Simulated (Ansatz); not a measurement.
SiGe:
```cif
data_Ge10Si10
_chemical_formula_sum 'Si10 Ge10'
_space_group_name_H-M_alt 'I-4m2'
_space_group_IT_number 119
_space_group_name_Hall 'I -4 -2'
_cell_length_a 3.92564
_cell_length_b 3.92564
_cell_length_c 27.77723
_cell_angle_alpha 90.000
_cell_angle_beta 90.000
_cell_angle_gamma 90.000
loop_
_atom_site_label
_atom_site_type_symbol
_atom_site_symmetry_multiplicity
_atom_site_Wyckoff_symbol
_atom_site_fract_x
_atom_site_fract_y
_atom_site_fract_z
_atom_site_occupancy
Si1 Si 4 e 0.00000 0.00000 0.09641 1
Si2 Si 4 f 0.50000 0.00000 0.04832 1
Si3 Si 2 b 0.00000 0.00000 0.50000 1
Ge1 Ge 4 f 0.00000 0.50000 0.14626 1
Ge2 Ge 4 e 0.00000 0.00000 0.30176 1
Ge3 Ge 2 d 0.50000 0.00000 0.25000 1
```
(The calculation used a cell of 10 atoms; values per cell refer to that cell.)

Relaxed with r²SCAN.

Question: Which orbitals make up the states near the band edges in r²SCAN in the plane-wave PAW code Ansatz?

Answer: Top 1 eV of the valence band: Ge 4p 60 %, Si 3p 36 %. Bottom 1 eV of the conduction band: Si 3p 35 %, Ge 4p 22 %, Si 3s 17 %, Ge 4s 13 %, outside the projected shells 12 %. Projections are on Löwdin-orthogonalised atomic valence shells; empty p or d shells of many metals are not among them.

Question: Tabulate the density of states.

Answer: States/eV per cell of 10 atoms, in 0.25 eV bins, energy from the valence-band maximum.

| E (eV) | total | Si 3p | Ge 4p | Si 3s |
|---|---|---|---|---|
| -7.85 | 3.29 | 0.64 | 0.82 | 0.72 |
| -7.60 | 4.48 | 1.01 | 1.30 | 0.79 |
| -7.35 | 4.25 | 1.11 | 1.14 | 1.05 |
| -7.10 | 3.60 | 1.21 | 0.72 | 0.98 |
| -6.85 | 2.96 | 0.99 | 0.61 | 0.81 |
| -6.60 | 2.36 | 0.77 | 0.51 | 0.62 |
| -6.35 | 1.99 | 0.63 | 0.45 | 0.50 |
| -6.10 | 1.95 | 0.62 | 0.45 | 0.48 |
| -5.85 | 1.56 | 0.50 | 0.36 | 0.37 |
| -5.60 | 1.36 | 0.44 | 0.32 | 0.31 |
| -5.35 | 1.19 | 0.39 | 0.28 | 0.27 |
| -5.10 | 1.07 | 0.37 | 0.25 | 0.23 |
| -4.85 | 1.01 | 0.37 | 0.25 | 0.20 |
| -4.60 | 2.27 | 1.13 | 0.75 | 0.18 |
| -4.35 | 5.71 | 3.29 | 1.95 | 0.23 |
| -4.10 | 5.03 | 2.45 | 2.12 | 0.23 |
| -3.85 | 5.33 | 2.47 | 2.38 | 0.23 |
| -3.60 | 5.06 | 2.43 | 2.17 | 0.22 |
| -3.35 | 6.12 | 3.05 | 2.62 | 0.21 |
| -3.10 | 7.12 | 3.46 | 3.22 | 0.19 |
| -2.85 | 7.09 | 3.41 | 3.27 | 0.17 |
| -2.60 | 6.55 | 3.12 | 3.09 | 0.14 |
| -2.35 | 6.35 | 3.00 | 3.05 | 0.12 |
| -2.10 | 6.28 | 2.95 | 3.04 | 0.11 |
| -1.85 | 5.68 | 2.62 | 2.84 | 0.08 |
| -1.60 | 5.02 | 2.15 | 2.69 | 0.06 |
| -1.35 | 4.27 | 1.66 | 2.46 | 0.05 |
| -1.10 | 2.79 | 1.05 | 1.65 | 0.03 |
| -0.85 | 1.99 | 0.70 | 1.20 | 0.03 |
| -0.60 | 1.34 | 0.47 | 0.82 | 0.01 |
| -0.35 | 1.01 | 0.37 | 0.61 | 0.01 |
| -0.10 | 0.27 | 0.10 | 0.16 | 0.00 |
| 0.15 | 0.00 | 0.00 | 0.00 | 0.00 |
| 0.40 | 0.00 | 0.00 | 0.00 | 0.00 |
| 0.65 | 0.19 | 0.09 | 0.02 | 0.04 |
| 0.90 | 1.05 | 0.42 | 0.21 | 0.18 |
| 1.15 | 1.92 | 0.68 | 0.43 | 0.32 |
| 1.40 | 3.25 | 1.07 | 0.78 | 0.52 |
| 1.65 | 4.82 | 1.58 | 1.18 | 0.69 |
| 1.90 | 6.02 | 2.00 | 1.54 | 0.75 |
| 2.15 | 7.02 | 2.21 | 1.93 | 0.88 |
| 2.40 | 7.57 | 2.29 | 2.26 | 0.94 |
| 2.65 | 5.74 | 1.85 | 1.70 | 0.67 |
| 2.90 | 4.44 | 1.49 | 1.35 | 0.46 |
| 3.15 | 5.15 | 1.76 | 1.59 | 0.49 |
| 3.40 | 6.95 | 2.67 | 2.01 | 0.53 |
| 3.65 | 8.60 | 3.20 | 2.79 | 0.58 |
| 3.90 | 7.39 | 2.41 | 2.59 | 0.58 |
| 4.15 | 5.87 | 1.75 | 2.25 | 0.40 |
| 4.40 | 6.01 | 1.74 | 2.32 | 0.34 |
| 4.65 | 6.19 | 1.87 | 2.18 | 0.34 |
| 4.90 | 5.97 | 1.70 | 2.09 | 0.30 |
| 5.15 | 6.12 | 1.67 | 2.13 | 0.33 |
| 5.40 | 5.88 | 1.63 | 1.96 | 0.33 |

The start of the workflow was typed in or built on a structure type; neither database checked (COD, Materials Project) lists it. Its standing as an ambient phase is unchecked. The r²SCAN relaxation kept the symmetry of its start; whether a distortion lowers the energy is not shown. Spin–orbit coupling is left out wherever it is not named.

Potentials: the later of the program's two PAW sets.
